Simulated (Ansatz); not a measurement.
## C: pressure against volume

C, P6_3/mmc, a = 2.514 Å, c = 16.503 Å. Ansatz: r2SCAN, PAW, 500 eV, Γ-centred 12×12×2 mesh on 16 atoms, Gaussian smearing 0.02 eV; no spin polarisation. Shape and atoms are relaxed at each volume; pressure is positive in compression.

```tsv
V (Å³/atom)	P (GPa)
4.967	72.65
5.136	50.47
5.305	?
5.474	14.52
5.644	0.00
5.813	-12.62
5.982	-23.60
6.208	-36.02
```

Task: Take V0 = 5.644 Å³/atom, fit the third-order Birch–Murnaghan form to the other rows, and predict the missing pressure.

Result: With the Eulerian strain f = ½[(V0/V)^(2/3) − 1] and y = P/[3f(1 + 2f)^(5/2)], the form is the line y = B0 + 1.5 B0 (B0′ − 4) f. Rows (f, y): 0.04446, 440.2; 0.03245, 443.0; 0.01030, 446.5; -0.00974, 453.7; -0.01902, 455.7; -0.03076, 457.5. Means f = 0.004615, y = 449.43; Σ(Δf)² = 0.004411, ΣΔfΔy = -1.058; the slope is their ratio. y = 450.5 − 239.9 f GPa, so B0 = 450.5 GPa and B0′ = 4 + 2 × (-239.9)/(3 × 450.5) = 3.64. At V = 5.305, f = 0.02108, y = 445.44 and P = 31.23 GPa. The run gave 31.23 GPa, the same to the digits shown.

Cost: 8 runs of about 11 core-minutes in all, on Arm Neoverse V1 (shared hosts).